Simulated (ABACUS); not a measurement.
Input and output of a self-consistent single point for a model cell of KGeF3 (Pnma, 20 atoms in the cell; prototype structure) (ABACUS).

All values come from this method and carry its errors: revPBE, numerical atomic orbitals DZP (confined pseudo-atomic orbitals with Gaussian additions; energy shift 0.01 Ry), PseudoDojo 0.5 standard norm-conserving PBE (tails mended) pseudopotentials (ABACUS 3.10.1).

```
KGeF3
1.0
    5.86499     0.00000     0.00000
    0.00000     8.27549     0.00000
    0.00000     0.00000     5.84541
K Ge F
4 4 12
Direct
  0.48770   0.25000   0.99160
  0.98770   0.25000   0.50840
  0.51230   0.75000   0.00840
  0.01230   0.75000   0.49160
  0.00000   0.00000   0.00000
  0.50000   0.50000   0.50000
  0.00000   0.50000   0.00000
  0.50000   0.00000   0.50000
  0.03130   0.25000   0.05860
  0.53130   0.25000   0.44140
  0.96870   0.75000   0.94140
  0.46870   0.75000   0.55860
  0.28800   0.53700   0.21300
  0.78800   0.96300   0.28700
  0.71200   0.03700   0.78700
  0.21200   0.46300   0.71300
  0.71200   0.46300   0.78700
  0.21200   0.03700   0.71300
  0.28800   0.96300   0.21300
  0.78800   0.53700   0.28700
```

Reference input (self-consistent single point, DFT, PBEsol, numerical atomic orbitals DZP (confined pseudo-atomic orbitals with Gaussian additions; energy shift 0.01 Ry), PseudoDojo 0.4 standard norm-conserving PBEsol (tails mended) pseudopotentials): basis = DZP numerical atomic orbitals, energy shift 0.01 Ry; KPT = Gamma 3 2 3 0 0 0; basis_type = lcao; dft_functional = PBESOL; ecutwfc = 100 Ry; smearing_method = fd; smearing_sigma = 0.00999582 Ry; potentials = PseudoDojo 0.4 standard norm-conserving PBEsol (tails mended); symmetry = 1; symmetry_prec = 1e-05; ks_solver = scalapack_gvx; scf_nmax = 100. This run's input differs from it in these lines:

```diff
@@ -6,3 +6,3 @@
 orbital_dir          ./
-dft_functional       PBESOL
+dft_functional       GGA_X_PBE_R+GGA_C_PBE
 ecutwfc              100.0
@@ -27,5 +27,5 @@
 NUMERICAL_ORBITAL
-K_pbesol_10.5au_3s2p1d.orb
-Ge_pbesol_7.0au_2s2p2d1f.orb
-F_pbesol_4.0au_2s2p1d.orb
+K_pbe_10.5au_3s2p1d.orb
+Ge_pbe_7.0au_2s2p2d1f.orb
+F_pbe_4.0au_2s2p1d.orb
```

Log, with long lists cut:

```
 SELF-CONSISTENT
 -------------------------------------------

                  longest orb rcut (Bohr) = 10.5
   longest nonlocal projector rcut (Bohr) = 1.94
                     search radius (Bohr) = 24.9

                          real space grid = [ 72, 100, 72 ]

                                 init_chg = atomic

 LCAO ALGORITHM --------------- ION=   1  ELEC=   1--------------------------------

 Density error is 0.0743516039173
 E_KohnSham     -1547.4296217138     -21053.8601092917
 E_Fermi        0.6662329104         9.0645637760

 LCAO ALGORITHM --------------- ION=   1  ELEC=   2--------------------------------

   [... lines left out ...]

   [... 7 blocks of this kind left out ...]

 LCAO ALGORITHM --------------- ION=   1  ELEC=  10--------------------------------

 Density error is 1.63219683775e-07
 E_KohnSham     -1548.4570891663     -21067.8395211551
 E_Fermi        0.7311598268         9.9479397932

 LCAO ALGORITHM --------------- ION=   1  ELEC=  11--------------------------------

 Density error is 2.0502178529e-08
 E_KohnSham     -1548.4570891662     -21067.8395211549
 E_KS(sigma->0) -1548.4570365927     -21067.8388058553
 E_entropy(-TS) -0.0001051471        -0.0014305991
 E_Fermi        0.7311599027         9.9479408254
 charge density convergence is achieved
 final etot is -21067.839521 eV
 EFERMI = 9.9479408254 eV

 STATE ENERGY(eV) AND OCCUPATIONS    NSPIN == 1
   [... 103 lines left out ...]

 TOTAL-FORCE (eV/Angstrom)
                        K1        -0.2898849185         0.0000000000         0.2369058635
                        K2        -0.2898849185         0.0000000000        -0.2369058635
                        K3         0.2898849185         0.0000000000        -0.2369058635
                        K4         0.2898849185         0.0000000000         0.2369058635
                       Ge1         0.0000000000         0.0000000000         0.0000000000
                       Ge2         0.0000000000         0.0000000000         0.0000000000
                       Ge3         0.0000000000         0.0000000000         0.0000000000
   [... lines left out ...]

 TOTAL-STRESS (KBAR)
       171.2692899814         0.0000000000         0.0000000000
         0.0000000000       185.1553684245         0.0000000000
        -0.0000000000         0.0000000000       176.4112753076
 TOTAL-PRESSURE: 177.611978 KBAR

 --------------------------------------------
 !FINAL_ETOT_IS -21067.8395211548668158 eV
 --------------------------------------------
```

The run converged in 11 iterations. Against the reference run the pressure goes from 10.45 to 17.76 GPa and the largest force goes from 0.379 to 0.431 eV/Å.

The cell was set up from a structure prototype or typed lattice constants and was not relaxed beforehand at this level. The atom-centred basis is finite, which shifts total energies, pressures and forces against plane waves. The potentials were made for another functional than the one used.

Cost on one core: roughly 2.6 core-minutes.

The atomic orbitals were generated for these runs; they are not ABACUS's published sets and were checked against plane waves on a few crystals only.

“Tails mended”: in these copies of the files the far tail of each local potential was reset to the Coulomb form.
